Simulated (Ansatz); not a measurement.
## Cr2N: from a starting cell to a relaxed one

The start is a generated cell, Cr2N placed in the AFLOW prototype A2B_oI12_72_j_a (C42, as in SiS2). The cell and all atomic positions are relaxed at zero pressure with PBE (plane waves to 420 eV, PAW, scalar-relativistic; Ansatz, a quantum-chemistry and plane-wave program). The first steps use a coarse 8×8×8 k-mesh.

Starting cell:
```
CELL_PARAMETERS angstrom
     -2.03714     3.47737     2.01283
      2.03714    -3.47737     2.01283
      2.03714     3.47737    -2.01283
ATOMIC_POSITIONS crystal
  Cr 0.88180 0.79120 0.67300
  Cr 0.38180 0.70880 0.09060
  Cr 0.61820 0.29120 0.90940
  Cr 0.11820 0.20880 0.32700
  N  0.75000 0.75000 0.00000
  N  0.25000 0.25000 0.00000
```
Spin-polarised start, with parallel moments on Cr.

Q: By how much does the energy per atom fall from start to end?

A: About 2.1 eV/atom.

Q: How does the volume per atom move from start to end?

A: -3.7 %, from 9.51 to 9.16 Å³/atom.

Q: Is the relaxed structure metallic? Give its gap.

A: Zero (metallic).

Q: What magnetic moments remain?

A: Zero (the starting moments vanished).

Q: What does it relax into? Give the structure.

A: 
```cif
data_Cr8N4
_chemical_formula_sum 'Cr8 N4'
_space_group_name_H-M_alt 'Ibam'
_space_group_IT_number 72
_space_group_name_Hall '-I 2 2c'
_cell_length_a 4.66757
_cell_length_b 4.95873
_cell_length_c 4.74748
_cell_angle_alpha 90.000
_cell_angle_beta 90.000
_cell_angle_gamma 90.000
loop_
_atom_site_label
_atom_site_type_symbol
_atom_site_symmetry_multiplicity
_atom_site_Wyckoff_symbol
_atom_site_fract_x
_atom_site_fract_y
_atom_site_fract_z
_atom_site_occupancy
Cr1 Cr 8 j 0.19741 0.34307 0.00000 1
N1 N 4 a 0.00000 0.00000 0.25000 1
```
(The calculation used a cell of 6 atoms; values per cell refer to that cell.)

The space group stays Ibam (No. 72) (the run could not lower it), with 6 atoms in the primitive cell. Final values are on a 12×12×12 k-mesh of the relaxed cell. The start holds a very short contact (N–Cr 1.55 Å). No spin polarisation in the result: the starting moments vanished. A magnetic state may lie lower.

The run could not lower the symmetry of its start; a shaken copy of this end point relaxes with PBE to Imma (No. 74), 0.37 eV/atom lower.

The relaxed structure here is a generated cell of Cr2N: the first start was made by placing the elements on the sites of a structure type, and the end was not matched to a known phase here, so it may be hypothetical.
